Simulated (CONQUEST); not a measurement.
A self-consistent single point of Al3GaN4 (P-43m, 8 atoms in the cell; from Materials Project mp-1019378, changed as shown).

```yaml
crystal:
  lattice:
    - [4.31514, 0.00000, 0.00000]
    - [0.00000, 4.31514, 0.00000]
    - [0.00000, 0.00000, 4.31514]
  atoms:
    - { symbol: Al, position: [0.50000, 0.50000, 0.00000] }
    - { symbol: Al, position: [0.00000, 0.50000, 0.50000] }
    - { symbol: Al, position: [0.50000, 0.00000, 0.50000] }
    - { symbol: Ga, position: [0.00000, 0.00000, 0.00000] }
    - { symbol: N, position: [0.74416, 0.74416, 0.25584] }
    - { symbol: N, position: [0.74416, 0.25584, 0.74416] }
    - { symbol: N, position: [0.25584, 0.25584, 0.25584] }
    - { symbol: N, position: [0.25584, 0.74416, 0.74416] }
```

Level of theory: LDA (PW92), numerical atomic orbitals double-zeta with polarisation (the shipped basis), PseudoDojo norm-conserving potentials made for LDA (CONQUEST).

CONQUEST settings:

- basis: DZP
- Diag.MPMeshX, Y, Z: 8 8 8
- potentials: PseudoDojo norm-conserving LDA
- Grid.GridCutoff: 175 Ha
- DM.SolutionMethod: diagon
- Diag.kT: 0.0001 Ha
- Diag.GammaCentred: true
- minE.SCTolerance: 1.0e-06
- SC.MaxIters: 100
- SC.LinearMixingFactor: 0.5
- AtomMove.TypeOfRun: static

Results:

```
Quantity                                                  Value
------------------------------------------------  -------------
Number of valence electrons                                  42
Number of bands                                             109
Number of k-points after the program's reduction            341
Size of the basis                                           109
Number of SCF iterations                                      7
FFT grid                                           60 × 60 × 60
Free energy E − TS                                -3407.7031 eV
Top of the valence band (on the code's own zero)       -8.92 eV
Gap on the k-point mesh                                 3.40 eV
Pressure                                              10.84 GPa
```

Stress (GPa, positive for compression):
```
10.84   0.00   0.00
 0.00  10.84   0.00
 0.00   0.00  10.84
```

Gaps are taken between levels on the mesh.

For comparison: a first run was changed to give this one (lattice scaled by 0.98), and from it to this one the free energy goes up by 15.6 meV/atom, the pressure goes from -2.45 to 10.84 GPa and the gap on the mesh goes from 3.363 to 3.403 eV.

The program uses no crystal symmetry, so grid and mesh can part values that symmetry would make equal. The atom-centred basis is finite, which shifts total energies, pressures and gaps against plane waves. The structure comes from a collection of computed structures, made at another level of theory; the collection holds predicted forms beside known ones. Its lattice was then scaled.

Cost on one core: about 8 core-minutes (a rough figure).
